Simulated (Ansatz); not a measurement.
TiTe$_{2}$ (CdI2 type)

```yaml
crystal:
  lattice:
    - [3.78396, 0.00000, 0.00000]
    - [-1.89198, 3.27701, 0.00000]
    - [0.00000, 0.00000, 6.60161]
  atoms:
    - { symbol: Ti, position: [0.00000, 0.00000, 0.00000] }
    - { symbol: Te, position: [0.33333, 0.66667, 0.25685] }
    - { symbol: Te, position: [0.66667, 0.33333, 0.74315] }
```

This relaxed cell (volume V₀) is scaled evenly in all directions, its shape held. The atoms relax within the cell's symmetry.

Calculation: r2SCAN+rVV10 (plane waves to 500 eV, PAW, scalar-relativistic; Ansatz, a first-principles code). k mesh 14×14×7 (Γ-centred), Fermi-Dirac smearing 0.05 eV. Compression counts positive. Spin-orbit coupling is left out, though Te is heavy. TiTe2 is run without spin polarisation. TiTe2 was relaxed with its symmetry unable to fall.

At one point of the scan the stress tensor (GPa) is:

```
    3.0      0.0      0.0
    0.0      3.0      0.0
    0.0      0.0      2.0
```

### Question
Which point is it?
(A) V/V₀ = 0.840
(B) V/V₀ = 0.968
(C) V/V₀ = 0.936
(D) V/V₀ = 0.872

### Answer
C, V/V₀ = 0.936

(Under strain, the slope of the energy per volume gives the stress and its curvature an elastic modulus.)
